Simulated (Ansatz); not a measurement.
SiGe in space group Pmma (No. 51; Si on 2e, Ge on 2f) at seven volumes, DFT-PBE in the program Ansatz with PAW potentials, shape and atoms relaxed at each. One row is withheld.

```csv
V (Å³/atom),P (GPa)
19.993,8.68
20.652,5.29
21.311,?
21.970,0.00
22.629,-2.05
23.288,-3.78
23.947,-5.23
```

Problem. Fit the shown pressures and predict the withheld one.

Solution. P = (3/2)B₀(x^(7/2) − x^(5/2))[1 + (3/4)(B′ − 4)(x − 1)] with x = (V₀/V)^(2/3). Least squares on the six rows gives V₀ = 21.970 Å³/atom, B₀ = 74.1 GPa, B′ = 4.61. At V = 21.311, x = 1.0205 and P = 2.42 GPa. The run itself gave 2.43 GPa.

The start of the workflow was typed in or built on a structure type; neither database checked (COD, Materials Project) lists it. Its standing as an ambient phase is unchecked. Symmetry was held in the PBE relaxation; whether a distortion lowers the energy is not shown.

Potentials: the earlier of the program's two PAW sets.
